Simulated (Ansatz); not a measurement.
MgB$_{2}$ (space group P6/mmm)

```
CELL_PARAMETERS angstrom
      3.07427     0.00000     0.00000
     -1.53713     2.66239     0.00000
      0.00000     0.00000     7.05501
ATOMIC_POSITIONS crystal
  Mg 0.00000 0.00000 0.00000
  Mg 0.00000 0.00000 0.50000
  B  0.66667 0.33333 0.25000
  B  0.66667 0.33333 0.75000
  B  0.33333 0.66667 0.25000
  B  0.33333 0.66667 0.75000
```

A phonon eigenvector at A = (0.0, 0.0, 0.5) is frozen into this cell: atom i moves by Q times the vector below, so Q is the largest atomic displacement, in Å. The cell is held. (q is in reciprocal vectors of the primitive cell; the cell shown is doubled to hold the pattern.)

```
atom      x      y       z
----  -----  -----  ------
B3    0.000  0.000   1.000
B4    0.000  0.000  -1.000
B5    0.000  0.000   1.000
B6    0.000  0.000  -1.000
```

Atoms not listed stay in place.

All values below come from PBE (plane waves to 420 eV, PAW, scalar-relativistic; Ansatz, a first-principles code). k mesh 17×17×7 (Γ-centred), Fermi-Dirac smearing 0.05 eV. E stands for the smeared free energy. With partly filled bands, energies and forces of such displacements shift with the k mesh and the smearing. MgB2 was relaxed with its symmetry unable to fall. ΔE is measured from the undisplaced structure.

| Q (Å) | ΔE (meV/cell) |
|---|---|
| -0.280 | 898 |
| -0.187 | 404 |
| -0.093 | 102 |
| 0.000 | 0 |
| 0.093 | 102 |
| 0.187 | 404 |
| 0.280 | 898 |

### Question
Which DFPT wavenumber at A = (0.0, 0.0, 0.5) belongs to this mode?
A. 224 cm⁻¹
B. 322 cm⁻¹
C. 636 cm⁻¹
D. 384 cm⁻¹

### Answer
D, 384 cm⁻¹. The curvature of the scan gives 384 cm⁻¹

(A displaced cell: forces are minus the slopes of the energy, force constants its curvatures, and phonons follow from these.)
